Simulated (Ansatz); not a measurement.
Cost of a DFT run on TeH2NF5

```yaml
crystal:
  lattice:
    - [5.1801529499, 0.0, 0.0]
    - [0.0, 9.1131763014, 0.0]
    - [-1.9967656335, 0.0, 4.8873157942]
  atoms:
    - { symbol: Te, position: [0.4767018025, 0.8490003342, 0.7336652046] }
    - { symbol: Te, position: [0.5232981975, 0.3490003342, 0.2663347954] }
    - { symbol: H, position: [0.0362760478, 0.7098967053, 0.5010158685] }
    - { symbol: H, position: [0.9637239522, 0.2098967053, 0.4989841315] }
    - { symbol: H, position: [0.2065828117, 0.7287985752, 0.2906953972] }
    - { symbol: H, position: [0.7934171883, 0.2287985752, 0.7093046028] }
    - { symbol: "N", position: [0.2291795057, 0.7009840071, 0.4875010076] }
    - { symbol: "N", position: [0.7708204943, 0.2009840071, 0.5124989924] }
    - { symbol: F, position: [0.715883345, 0.7042983091, 0.9597081932] }
    - { symbol: F, position: [0.284116655, 0.2042983091, 0.0402918068] }
    - { symbol: F, position: [0.7035971036, 0.8530753545, 0.5238408993] }
    - { symbol: F, position: [0.2964028964, 0.3530753545, 0.4761591007] }
    - { symbol: F, position: [0.7232757461, 0.9844504684, 0.9742846456] }
    - { symbol: F, position: [0.2767242539, 0.4844504684, 0.0257153544] }
    - { symbol: F, position: [0.2721486202, 0.8470877355, 0.9662780762] }
    - { symbol: F, position: [0.7278513798, 0.3470877355, 0.0337219238] }
    - { symbol: F, position: [0.2755617715, 0.0170085107, 0.5470752589] }
    - { symbol: F, position: [0.7244382285, 0.5170085107, 0.4529247411] }
kpoints:
  mp_grid: { grid: [5, 3, 5] }
scf:
  occupations: { method: fermi_dirac, width: 0.02 }
hamiltonian:
  xc: pbe
  pseudopotentials: { kind: paw }
output:
  forces: true
  stress: true
  populations: true
  efg:
    quadrupole_moments_barn: { H: 0.00285783, "N": 0.02044 }
    contact_densities: true
  write_density: true
  write_potential: true
  elf: true
  volumetric_format: npy
relax:
  f_tol: 0.02
  max_steps: 60
```

```sh
ansatz run input.yaml --threads 2 --pin off --max-ram 5120MiB --backend cpu --events-out ev --progress --plain --runs-dir out
```

It runs on 2 threads of Arm Neoverse N1 (aarch64; 36 cores open to the job, memory cap 5.0 GiB, no GPU), a shared host with a load of 1.0 a core.

(1) How much time and memory should be set aside?

## Answers

(1) About 2.5 min of wall time (4.8 min of CPU time) and 0.79 GiB. The run holds 116 valence electrons in 76 bands, about 4525 plane waves a k-point and 26 irreducible k-points, and took 18 SCF iterations, over 3 ionic steps. Times on a shared host vary by tens of per cent.
